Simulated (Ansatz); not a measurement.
Starting cell, C (diamond):

```
CELL_PARAMETERS angstrom
      0.00000     3.57157     3.57157
      1.78578     1.78578     3.57157
      1.78578     1.78578     0.00000
ATOMIC_POSITIONS crystal
  C  0.00000 0.50000 0.50000
  C  0.50000 0.50000 0.50000
  C  0.00000 0.75000 0.75000
  C  0.50000 0.75000 0.75000
```

The atoms are displaced by Q × the pattern below (from a DFPT mode at X = (0.5, 0.5, 0.0), largest move 1; Q in Å), at fixed cell. It is one choice among 2 degenerate patterns. (q is in reciprocal vectors of the primitive cell; the cell shown is doubled to hold the pattern.)

| atom | x | y | z |
|---|---|---|---|
| C1 | -0.383 | -0.924 | 0.000 |
| C2 | 0.383 | 0.924 | 0.000 |
| C3 | -0.924 | -0.383 | 0.000 |
| C4 | 0.924 | 0.383 | 0.000 |

Method: PBE (plane waves to 420 eV, PAW, scalar-relativistic; Ansatz, an electronic-structure program). k mesh 16×16×16 (Γ-centred), Fermi-Dirac smearing 0.05 eV. E stands for the smeared free energy. C was relaxed with its symmetry unable to fall. ΔE is measured from the undisplaced structure.

```json
[
 {"Q (Å)": "-0.180", "ΔE (meV/cell)": "1737"},
 {"Q (Å)": "-0.150", "ΔE (meV/cell)": "withheld"},
 {"Q (Å)": "-0.120", "ΔE (meV/cell)": "775"},
 {"Q (Å)": "-0.090", "ΔE (meV/cell)": "436"},
 {"Q (Å)": "-0.060", "ΔE (meV/cell)": "194"},
 {"Q (Å)": "-0.030", "ΔE (meV/cell)": "48"},
 {"Q (Å)": "0.000", "ΔE (meV/cell)": "0"},
 {"Q (Å)": "0.030", "ΔE (meV/cell)": "48"},
 {"Q (Å)": "0.060", "ΔE (meV/cell)": "194"},
 {"Q (Å)": "0.090", "ΔE (meV/cell)": "436"},
 {"Q (Å)": "0.120", "ΔE (meV/cell)": "775"},
 {"Q (Å)": "0.150", "ΔE (meV/cell)": "withheld"},
 {"Q (Å)": "0.180", "ΔE (meV/cell)": "1737"}
]
```

### Question
Fit an even polynomial form (powers 2, 4) to the given rows and predict ΔE at Q = 0.150.

### Answer
Least squares on the 11 given rows: ΔE = (53950)·Q² + (-10310)·Q⁴, in meV/cell with Q in Å; root-mean-square residual 0.3 meV/cell. At 0.150 the fit gives 1209 meV/cell; the calculation gives 1209 meV/cell, the same to the digits shown. The quadratic term alone would give 1214 meV/cell.

(For displaced atoms, the force is minus the slope of the energy, and its curvature is a force constant, which sets phonon frequencies.)
